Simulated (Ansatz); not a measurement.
Relaxed-ion elastic tensor of Cu4O in space group Pm-3m (No. 221; Cu on 1a, Cu on 3c, O on 1b) in GPa (Voigt order), plane-wave PAW PBEsol (Ansatz code); density 7.65 g/cm³, 11.73 Å³ per atom.

```json
[
 {"": "1", "1": "192", "2": "109", "3": "109", "4": "0.0", "5": "0.0", "6": "0.0"},
 {"": "2", "1": "109", "2": "192", "3": "109", "4": "0.0", "5": "0.0", "6": "0.0"},
 {"": "3", "1": "109", "2": "109", "3": "192", "4": "0.0", "5": "0.0", "6": "0.0"},
 {"": "4", "1": "0.0", "2": "0.0", "3": "0.0", "4": "23.4", "5": "0.0", "6": "0.0"},
 {"": "5", "1": "0.0", "2": "0.0", "3": "0.0", "4": "0.0", "5": "23.4", "6": "0.0"},
 {"": "6", "1": "0.0", "2": "0.0", "3": "0.0", "4": "0.0", "5": "0.0", "6": "23.4"}
]
```

Q: Is the crystal mechanically stable?

A: Yes: the smallest eigenvalue of C is 23.4 GPa.

Q: Work out the Voigt, Reuss and Hill averages.

A: K_V = 137, K_R = 137, K_H = 137; G_V = 30.6, G_R = 28.4, G_H = 29.5 GPa.

Q: Give Young's modulus, Poisson's ratio, Pugh's ratio and the universal anisotropy index.

A: E = 9KG/(3K + G) = 82.6 GPa; ν = 0.40; K/G = 4.63 (ductile by the Pugh limit of 1.75); A_U = 5G_V/G_R + K_V/K_R − 6 = 0.40.

Q: Estimate the sound speeds and the Debye temperature.

A: v_l = √((K + 4G/3)/ρ) = 4800 m/s, v_t = √(G/ρ) = 1960 m/s, mean 2220 m/s; Θ = (h/k)(3n/4πV)^(1/3) v_m = 291 K.

Q: Give the Zener ratio and Young's modulus along [100], [110] and [111].

A: A = 2C44/(C11 − C12) = 0.56; 1/E = S11 − 2(S11 − S12 − S44/2)Γ with Γ = 0, 1/4, 1/3 gives 113, 74.1, 66.5 GPa.

Q: Solve the Christoffel equation for the three sound speeds along [100], [110], [111].

A: Eigenvalues of C_ijkl n_j n_l equal ρv². In km/s, slowest first: [100] 1.75, 1.75, 5.01; [110] 1.75, 2.33, 4.77; [111] 2.15, 2.15, 4.68.

The start of the workflow was typed in or built on a structure type; neither database checked (COD, Materials Project) lists it. Its standing as an ambient phase is unchecked. The PBEsol relaxation kept the symmetry of its start. At this level the phase is dynamically unstable (imaginary phonons). The workflow began spin-polarised and lost its moments. The volume moved by 16 % from the start of the relaxation. No Hubbard U is applied. The compound may be a true metal, but semilocal functionals without U, or a wrong spin order, can also close a gap. As this level gives no gap, shear constants depend on the k-mesh and smearing (Fermi–Dirac, 0.1 eV here).

Potentials: the earlier of the program's two PAW sets. The files were generated under PBE; for other functionals the program regenerates the frozen cores, and for LDA and PBEsol the local potential too.
